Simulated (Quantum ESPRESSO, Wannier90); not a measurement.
## HgS (wurtzite), plane waves to Wannier functions

Cell from Materials Project (mp-973676), symmetrised, no further relaxation. Not found in the COD (Crystallography Open Database) copy used, which has the formula in other groups; not checked further. Method: PBEsol plane waves in Quantum ESPRESSO 7.5 (PseudoDojo norm-conserving files, 53 Ry, no spin polarisation, no spin-orbit coupling), Bloch states on a 12×12×4 mesh through Γ, Wannier90 4.0.1. Density: 12×12×6 mesh, Gaussian smearing 0.01 Ry. Spin-orbit coupling is left out although heavy elements are present.

```
begin unit_cell_cart
ang
    4.1963598426    0.0000000000    0.0000000000
   -2.0981799213    3.6341542271    0.0000000000
    0.0000000000    0.0000000000    6.8702500000
end unit_cell_cart
mp_grid = 12 12 4
```

Problem. Which shells of neighbouring k-points and which b-vectors and weights does Wannier90 pick for this cell and mesh?

Solution. 
```
 *---------------------------------- K-MESH ----------------------------------*
 +----------------------------------------------------------------------------+
 |                    Distance to Nearest-Neighbour Shells                    |
 |                    ------------------------------------                    |
 |          Shell             Distance (Ang^-1)          Multiplicity         |
 |          -----             -----------------          ------------         |
 |             1                   0.144077                      6            |
 |             2                   0.228637                      2            |
 |             3                   0.249549                      6            |
 |             4                   0.270247                     12            |
 |             5                   0.288154                      6            |
 |             6                   0.338452                     12            |
 |             7                   0.367842                     12            |
 |             8                   0.381192                     12            |
       ... (lines left out)
 +----------------------------------------------------------------------------+
 | The b-vectors are chosen automatically                                     |
 | The following shells are used:                       1,  2                 |
 +----------------------------------------------------------------------------+
 |                        Shell   # Nearest-Neighbours                        |
 |                        -----   --------------------                        |
 |                          1               6                                 |
 |                          2               2                                 |
 +----------------------------------------------------------------------------+
 | Completeness relation is fully satisfied [Eq. (B1), PRB 56, 12847 (1997)]  |
 +----------------------------------------------------------------------------+
 |                  b_k Vectors (Ang^-1) and Weights (Ang^2)                  |
 |                  ----------------------------------------                  |
 |            No.         b_k(x)      b_k(y)      b_k(z)        w_b           |
 |            ---        --------------------------------     --------        |
 |             1         0.000000    0.144077    0.000000    16.057880        |
 |             2         0.124775    0.072039    0.000000    16.057880        |
 |             3         0.000000   -0.144077    0.000000    16.057880        |
 |             4         0.124775   -0.072039    0.000000    16.057880        |
 |             5        -0.124775   -0.072039    0.000000    16.057880        |
 |             6        -0.124775    0.072039    0.000000    16.057880        |
 |             7         0.000000    0.000000    0.228637     9.564788        |
 |             8         0.000000    0.000000   -0.228637     9.564788        |
```
